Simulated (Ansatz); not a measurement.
**Property card for KCaSe₃**

Method: DFT PBE, scalar-relativistic, plane waves, PAW in Ansatz.

Cutoff 420 eV; k points 8×8×8 on the computed 5-atom cell (Γ-centred); Gaussian smearing, width 0.10 eV; no spin polarisation.

The structure is relaxed at this level of theory with its symmetry kept, and needn't be the ground state of this composition.

Space group Pm-3m (No. 221), cubic, a = 5.575 Å. K is surrounded by 12 Se at 3.94 Å; around Ca lie 6 Se at 2.79 Å; Se is surrounded by 2 Ca at 2.79 Å, 4 K at 3.94 Å and 8 Se at 3.94 Å.

* Volume per atom: 34.65 Å³
* Formation energy from the elements' standard states (uncorrected): -0.624 eV/atom
* Kohn–Sham band gap: none (metal)
* Density of states at the Fermi level: 11.0 states/eV per cell
* Orbital (Löwdin) character within 0.5 eV of the Fermi level: Se 4p 98 %
* Bader charge by site (e): K (1 in the cell) 0.86, Ca (1 in the cell) 1.37, Se (3 in the cell) -0.74

Spin polarisation was left out, and a magnetic state may lie lower.

The cell was found from a structure generator's guess, not taken from experiment. Löwdin shares on free-atom orbitals overweight diffuse shells.
